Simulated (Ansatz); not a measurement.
# GaN, first-principles data

GaN:
```
GaN
1.0
    0.00000     2.10502     2.10502
    2.10502     0.00000     2.10502
    2.10502     2.10502     0.00000
Ga N
1 1
Direct
  0.00000   0.00000   0.00000
  0.50000   0.50000   0.50000
```

Space group Fm-3m (No. 225), rock salt; conventional cell a = 4.210 Å, b = 4.210 Å, c = 4.210 Å, α = 90.00°, β = 90.00°, γ = 90.00°.

Method: HSE06 (plane waves, PAW; program Ansatz). The cell and atoms are relaxed at this level. Other levels are named where they apply.

**Cell and energy**

- Volume per atom: 9.33 Å³
- Density: 7.45 g/cm³

**Electronic structure**

- Band gap = 1.94 eV (indirect)
- Valence-band maximum = on the K–Γ line, 53 % of the way from K
- Conduction-band minimum = at X (3 equivalent valleys)
- Smallest direct gap on the standard path = 4.22 eV
- Gap with spin–orbit coupling = 1.94 eV (at the special points and the edges found without it)

**Mechanics**

- Bulk modulus (Birch–Murnaghan fit) = 250 GPa
- Pressure derivative B′ = 4.4

**Charges**

Bader charges: Ga +1.78, N -1.78 e

This is a known high-pressure phase of the composition, computed here at zero pressure and temperature. The cell was relaxed with HSE06 under the symmetry of its start; whether a distortion lowers the energy is not shown. The hybrid was solved on a coarse mesh, the path and, where they were found, the r²SCAN edge points; its band edges are the extreme levels among these. Spin–orbit coupling is left out wherever it is not named.

Potentials: the earlier of the program's two PAW sets. The files were generated under PBE; for other functionals the program regenerates the frozen cores, and for LDA and PBEsol the local potential too.
